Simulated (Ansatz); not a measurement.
Consider the following.

Zr₂Ga₃Cu:
```cif
data_Cu2Ga6Zr4
_chemical_formula_sum 'Zr4 Ga6 Cu2'
_space_group_name_H-M_alt 'Cm'
_space_group_IT_number 8
_space_group_name_Hall 'C -2y'
_cell_length_a 9.91491
_cell_length_b 4.11935
_cell_length_c 6.59231
_cell_angle_alpha 90.000
_cell_angle_beta 131.487
_cell_angle_gamma 90.000
loop_
_space_group_symop_operation_xyz
  'x, y, z'
  'x, -y, z'
  'x+1/2, y+1/2, z'
  'x+1/2, -y+1/2, z'
loop_
_atom_site_label
_atom_site_type_symbol
_atom_site_symmetry_multiplicity
_atom_site_Wyckoff_symbol
_atom_site_fract_x
_atom_site_fract_y
_atom_site_fract_z
_atom_site_occupancy
Zr1 Zr 2 a 0.04167 0.50000 0.79884 1
Zr2 Zr 2 a 0.45482 0.00000 0.20761 1
Ga1 Ga 2 a 0.35055 0.50000 0.38594 1
Ga2 Ga 2 a 0.32647 0.50000 0.79222 1
Ga3 Ga 2 a 0.16016 0.00000 0.20537 1
Cu1 Cu 2 a 0.16634 0.00000 0.61003 1
```
(The calculation used a cell of 6 atoms; values per cell refer to that cell.)

This is the r²SCAN-relaxed structure.

**Question.** All from r²SCAN in the plane-wave PAW code Ansatz, unless another level is named. Give the formation energy from the elements (no fitted shifts).

**Answer.** -0.60 eV/atom.

**Question.** And the density of states at the Fermi level?

**Answer.** 0.33 states/eV per atom (mean over ±0.08 eV).

The workflow started from a Materials Project entry (that database holds measured and hypothetical structures alike); the Crystallography Open Database copy checked does not list it. With Ga and Cu taken as one species the cell has the higher symmetry Ima2, so it may be an ordered model of a mixed-site phase. Whether it is the stable phase at ambient conditions was not checked. Symmetry was held in the r²SCAN relaxation; its stability against distortions is not shown here. No spin polarisation was allowed. The references are the lowest solids computed at this level, not always the standard phases. Spin–orbit coupling is left out wherever it is not named.

Potentials: the later of the program's two PAW sets.
